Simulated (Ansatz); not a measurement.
CaGe2Pd2 in space group I4/mmm (No. 139; Ca on 2a, Ge on 4e, Pd on 4d), DFT-r²SCAN in the program Ansatz with PAW potentials, all energies at zero smearing, with the estimated change up to a 700 eV cutoff added, with one set of potentials and settings (totals compare only within such a set). Cell of 5 atoms (1 Ca, 2 Ge, 2 Pd): -24402.657 eV.

```csv
element,reference phase,E (eV/atom)
Ca,"Fm-3m, 1 atoms in the cell",-1821.6752
Ge,"Fd-3m, 2 atoms in the cell",-4302.9041
Pd,"Fm-3m, 1 atoms in the cell",-6985.7456
```

Formation energy per atom, worked out: (-24402.657 − 1×(-1821.6752) − 2×(-4302.9041) − 2×(-6985.7456))/5 = -0.737 eV/atom (-71 kJ per mol of atoms), at 0 K, without zero-point energy or fitted corrections.

The first step of the workflow began from a Materials Project structure, measured or hypothetical; the Crystallography Open Database copy checked does not list it. Whether it is the stable phase at ambient conditions was not checked. The cell was relaxed with r²SCAN under the symmetry of its start; its stability against distortions is not shown here. No spin polarisation was allowed. The references are the lowest solids computed at this level, not always the standard phases.

Potentials: the later of the program's two PAW sets.
